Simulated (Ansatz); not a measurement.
A plane-wave run on CoBr4

The input, for Ansatz 0.2.0 (plane waves, PAW):

```yaml
crystal:
  lattice:
    - [4.161457, 4.369819, 0.0]
    - [4.161457, -4.369819, 0.0]
    - [0.0, 0.0, -3.736862]
  atoms:
    - { symbol: Br, position: [0.1894, 0.8106, 0.5] }
    - { symbol: Br, position: [0.8106, 0.1894, 0.5] }
    - { symbol: Co, position: [0.0, 0.0, 0.0] }
    - { symbol: Br, position: [0.2852, 0.2852, 0.0] }
    - { symbol: Br, position: [0.7148, 0.7148, 0.0] }
  symmetry: { tolerance: 0.0003 }
kpoints:
  mp_grid: { grid: [6, 6, 9], shift: [0, 0, 0] }
  band_path:
    path:
      - [0.0, 0.0, 0.0]
      - [0.5, -0.5, 0.0]
      - [0.52327264, -0.47672736, 0.0]
      - [0.47672736, 0.47672736, 0.0]
      - [0.0, 0.0, 0.0]
      - [0.0, 0.0, -0.5]
      - [0.47672736, 0.47672736, -0.5]
      - [0.52327264, -0.47672736, -0.5]
      - [0.5, -0.5, -0.5]
      - [0.5, -0.5, 0.0]
      - [0.0, 0.0, 0.0]
    npoints: 6
magnetization:
  spin_polarized: false
scf:
  occupations: { method: fermi_dirac }
  lower_state_search: "off"
  max_iter: 200
hamiltonian:
  pseudopotentials: { kind: paw }
  xc: r2scan
basis:
  ecutwfc: 500
  fft_grid_basis: typed
output:
  forces: true
  stress: true
  eigenvalues: true
  bader: true
  populations: true
  elf: true
  write_potential: true
  volumetric_format: npy
  dos:
    e_range: [-12, 8]
    de: 0.05
    projected: { site_lists: { Br: [Br], Co: [Co] } }
checkpoint:
  read: saved_state
```

The run starts from an earlier solution of this cell. 

Parts of the output:

```
Pseudopotentials: kind: paw
Pseudopotential: Br, paw, valence charge 7, recommended cutoff 500 eV (meta_gga), Br.paw.azcp
Pseudopotential: Co, paw, valence charge 17, recommended cutoff 500 eV (meta_gga), Co.paw.azcp
Functional definition: r2SCAN
  exchange = r2scan_x(k0 = k0, k1 = k1, a1 = a1)
  correlation = r2scan_c
Crystal: 5 atoms, lattice volume = 135.908 Å³
Basis set: ecut = 500 eV, 3413 PW (Γ), exchange–correlation on 180×180×120 points (64 copies of the dense FFT grid, shifted against one another)
Bands: 28, of which v1, the nominal top of the filled ones, is band 23 counted from 1 (22 counted from 0)
Symmetry: 8 space group operations
Space group: Cmmm (ITA 65), of the structure as read, at distance tolerance 1.5e-3 Å
k-points: 65 of 324
Initial density: read from a saved state, or passed on in memory by an earlier SCF of this step, an earlier step, the calling program or the single point that the run made first
Functional: x = r2scan, c = r2scan; τ floored in thin density (d = 2e-4 eV/Å³)
SCF iter   1: F=-16304.1403 eV  Δρ=2.49e-3  dr2=2.07e-3  dr2_τ=7.23e-3
SCF iter   2: F=-16304.1421 eV  Δρ=3.78e-4  dr2=2.57e-4  dr2_τ=2.95e-5
SCF iter   3: F=-16304.1422 eV  Δρ=1.96e-4  dr2=4.91e-5  dr2_τ=1.66e-6
SCF iter   4: F=-16304.1422 eV  Δρ=6.01e-5  dr2=1.08e-5  dr2_τ=6.18e-7
SCF iter   5: F=-16304.1422 eV  Δρ=8.96e-5  dr2=1.10e-5  dr2_τ=1.39e-7
SCF iter   6: F=-16304.1422 eV  Δρ=1.55e-5  dr2=3.15e-7  dr2_τ=7.70e-8
SCF iter   7: F=-16304.1422 eV  Δρ=4.47e-6  dr2=1.84e-8  dr2_τ=7.03e-10
Free energy (F): -16304.1422 eV
Harris-Foulkes:  -16304.1422 eV  (|F-HF|=9.33e-9)
Internal energy: -16303.9589 eV  (E = F + TS)
E sigma→0 (E₀):  -16304.0506 eV
Entropy (-TS):   -0.1833 eV (-36.667 meV/atom)
Fermi energy:    3.1554 eV
--- Per-component energies (eV) ---
  E_band       = -589.5100
  E_kinetic    = 978.7251
  E_local      = -6349.2468  (includes V_loc(G=0)·N_el)
  E_nonlocal   = 737.8122
  E_hartree    = 2615.8552
  E_xc         = -1153.2152
  E_vxc        = -677.0331  (∫ρ·V_xc dr)
  E_paw        = -10604.5234  (= ΣΔE_a)
  E_vpaw       = -548.2152  (= ΣTr[D̂ρ^β])
  E_aug_tail   = 0.0000  (compensation charges beyond the density's cutoff)
  E_vtau       = 36.7419  (kinetic-family band-sum trace: ∫τ·v_τ [+ j·A + Jᵃ·Aᵃ] dr)
  E_ewald      = -2528.4381
  E_core_change = -0.9280  (= ΣΔE_core)
  E_smearing   = -0.1833  (= −TS)
--- Stress (GPa, compression-positive) ---
       -1.8848       0.0000       0.0000
        0.0000      -1.8201       0.0000
        0.0000       0.0000      -5.8854
  P = ⅓ Tr σ = -3.1968 GPa (-31.968 kbar)
--- Löwdin populations: 5 sites ---
  site symbol       q [e]
     0     Br      7.1013
     1     Br      7.1013
     2     Co     16.2502
     3     Br      7.1735
     4     Br      7.1735
  spilling = 0.0044 (of n_electrons = 45.0000)
```

Total energies depend on the potentials used, so only differences within one code and one set of settings carry meaning.

Origin: a known structure type with other elements, at an estimated volume, so it need not be a known compound. Caveats: no spin polarisation, so a magnetic state may lie lower.
